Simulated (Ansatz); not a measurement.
Input and command of a plane-wave DFT calculation in Ansatz:

```yaml
crystal:
  lattice:
    - [3.78143364, -2.1839643904, -0.0070473359]
    - [3.78143364, 2.1839643904, -0.0070473359]
    - [-2.4989640339, 0.0, 7.1351139043]
  atoms:
    - { symbol: K, position: [0.749892325, 0.250107675, 0.75], spin: 0.11 }
    - { symbol: K, position: [0.250107675, 0.749892325, 0.25], spin: 0.11 }
    - { symbol: C, position: [0.0092680032, 0.5092680032, 0.5280486944], spin: 2.54 }
    - { symbol: C, position: [0.5, 0.0, 0.0], spin: 2.54 }
basis:
  ecutwfc: 420
kpoints:
  mp_grid: { grid: [10, 10, 6] }
hamiltonian:
  xc: pbe
scf:
  occupations: { method: gaussian, width: 0.05 }
output:
  forces: true
  stress: true
  eigenvalues: true
  populations: true
magnetization:
  spin_polarized: true
```

```bash
ansatz run input.yaml --threads 1 --pin off --max-ram 2560MiB --backend cpu --events-out ev --progress --plain --runs-dir out
```

Processor: AMD EPYC 7R13 Processor (Zen 3), 1 thread, on a host shared with other jobs.

How long does it run, and how much memory does it take?

About 2.5 min on 1 thread of AMD EPYC 7R13 Processor (Zen 3) (shared host), peak memory 1.3 GiB. It solves 20 bands at 304 k points (the mesh reduced by the symmetry that the task leaves, which can be less than the crystal's) with about 2297 plane waves, in 9 SCF iterations.
